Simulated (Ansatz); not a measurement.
Task: Y (bcc (W type), Im-3m) is relaxed with plane-wave PAW PBE (Ansatz code). What lattice parameters of the conventional cell result?

Result: a = 4.040 Å.

The start of the workflow was typed in or built on a structure type; neither database checked (COD, Materials Project) lists it. It is not the phase usual at ambient conditions (space group No. 194). The cell was relaxed with PBE under the symmetry of its start; whether a distortion lowers the energy is not shown. No spin polarisation was allowed.

Potentials: the earlier of the program's two PAW sets.
